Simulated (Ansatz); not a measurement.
**Structure search: one TiP2O2 candidate**

Computed with DFT PBE+D3(BJ), scalar-relativistic, plane waves, PAW (Ansatz). Cutoff 420 eV, Gaussian smearing, Γ-centred meshes. Cell and atoms relax first on a coarse mesh and then on a finer one. In between, the cell is made exact in the group found at 0.06 Å. In metals the finer mesh still leaves noise of several meV/atom or more. The steps can't lower the symmetry of their start. Collinear spin, starting moments Ti 1.0 μB; they died out on the coarse mesh, so the last step has no spin.

The guess for TiP2O2 was made by a generator: two kinds of sheet stacked in turn (P-3m1, No. 164) (elements of the layers in order: P (C type), TiO2 (AgF2 type)).

```cif
data_structure
_symmetry_space_group_name_H-M 'P-3m1'
_symmetry_Int_Tables_number 164
_cell_length_a 3.4412
_cell_length_b 3.4412
_cell_length_c 11.4710
_cell_angle_alpha 90.000
_cell_angle_beta 90.000
_cell_angle_gamma 120.000
_cell_volume 117.64
loop_
_atom_site_label
_atom_site_type_symbol
_atom_site_symmetry_multiplicity
_atom_site_Wyckoff_symbol
_atom_site_fract_x
_atom_site_fract_y
_atom_site_fract_z
_atom_site_occupancy
Ti1 Ti 1 b 0.00000 0.00000 0.50000 1
P1 P 2 d 0.33333 0.66667 0.99671 1
O1 O 2 c 0.00000 0.00000 0.29620 1
```

Energies over the elements count from the elements' standard structures at the same level (O₂ as a molecule), with no fitted energy shifts. The references include black phosphorus.

Question: Which structure results?

Answer: The symmetry stays P-3m1 (No. 164). The volume per atom shrinks by 42.2 %, from 23.5 to 13.6 Å³. The shortest distance goes from 1.99 Å (P–P) to 1.83 Å (Ti–O). The ratio c/a of the conventional cell changes by a factor of 0.74. The energy falls by about 1.7 eV/atom (the start's value is from the coarse mesh). Conventional cell: a = 3.163 Å, c = 7.844 Å. Ti is surrounded by 2 O at 1.83 Å; P has 3 P at 2.19 Å and 3 O at 2.36 Å; around O lie 1 Ti at 1.83 Å and 3 P at 2.36 Å.

```
Ti P O
1.0
     3.16288    0.00000    0.00000
    -1.58144    2.73913    0.00000
     0.00000    0.00000    7.84427
Ti P O
1 2 2
Direct
  0.00000 0.00000 0.50000
  0.33333 0.66667 0.92298
  0.66667 0.33333 0.07702
  0.00000 0.00000 0.26690
  0.00000 0.00000 0.73310
```

Question: How does it come out in energy, and is it a metal?

Answer: The energy over the elements is −0.58 eV/atom and the gap on the 12×12×6 mesh of the 5-atom cell is 0 eV (a metal).

Whether it is stable depends on the other phases of the system, which aren't compared here.

The last run used Gaussian smearing of 0.10 eV. Symmetry constrained the relaxation, so the result can be a saddle point.
